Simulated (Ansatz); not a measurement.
Al: frozen-core PAW against all-electron methods

```
Al
1.0
     0.00000    2.02398    2.02398
     2.02398    0.00000    2.02398
     2.02398    2.02398    0.00000
Al
1
Direct
  0.00000 0.00000 0.00000
```

The cell comes from COD entry 4313206, which wasn't checked; take it as a given geometry.

Methods: DFT, LDA, PAW with Ansatz's default frozen-core files, scalar-relativistic (Ansatz 0.2.0); DFT, LDA, all-electron LAPW, scalar-relativistic (Ansatz 0.2.0).

For PAW: a Γ-centred 17×17×17 k mesh, Fermi–Dirac smearing of 0.03 eV, cutoff 420 eV, no spin polarisation; the PAW files were made with PBE, and the program remakes their frozen cores for this functional. LAPW targets a basis error of 0.5 meV/atom. The Ansatz runs share mesh, smearing and spin set-up. Plane-wave (PAW) pressures include the program's estimate of the Pulay term.

Stress and pressure are positive in compression.

Levels count from the Fermi level.

PAW results:

| quantity | PAW |
| --- | --- |
| pressure (GPa) | -3.64 |
| highest filled level at Γ (eV) | -11.058 |
| lowest empty level at Γ (eV) | 12.436 |
| highest filled level at X (eV) | -1.617 |
| lowest empty level at X (eV) | 5.267 |

(1) What does all-electron LAPW give for the same quantities?

## Answers

(1) 
| quantity | LAPW |
| --- | --- |
| pressure (GPa) | -3.63 |
| highest filled level at Γ (eV) | -11.065 |
| lowest empty level at Γ (eV) | 12.544 |
| highest filled level at X (eV) | -1.615 |
| lowest empty level at X (eV) | 5.308 |
